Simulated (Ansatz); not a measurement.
Consider the following.

NbGa₃:
Space group I4/mmm (No. 139); a = 3.773 Å, b = 3.773 Å, c = 8.678 Å, α = 90.00°, β = 90.00°, γ = 90.00°

```tsv
atom	site	symmetry	x	y	z
Ga	2b	4/mmm	0.0000	0.0000	0.5000
Ga	4d	-4m2	0.0000	0.5000	0.2500
Nb	2a	4/mmm	0.0000	0.0000	0.0000
```
(The calculation used a cell of 4 atoms; values per cell refer to that cell.)

This is the PBEsol-relaxed structure.

Question: All from plane-wave PAW PBEsol (Ansatz code), unless another level is named. Give the density of states at the Fermi level.

Answer: 0.17 states/eV per atom (mean over ±0.08 eV).

Question: Next, the formation energy from the elements (no fitted shifts)?

Answer: -0.37 eV/atom.

The workflow started from an entry of the Crystallography Open Database (COD, 293 K). Its standing as an ambient phase is unchecked. The cell was relaxed with PBEsol under the symmetry of its start; whether a distortion lowers the energy is not shown. No spin polarisation was allowed. Axis ratios of metals converge slowly with the k-mesh, so a and c are less sure than the volume. The references are the lowest solids computed at this level, not always the standard phases. Scalar-relativistic: spin–orbit coupling is off unless named, which matters more the heavier the elements.

Potentials: the later of the program's two PAW sets.
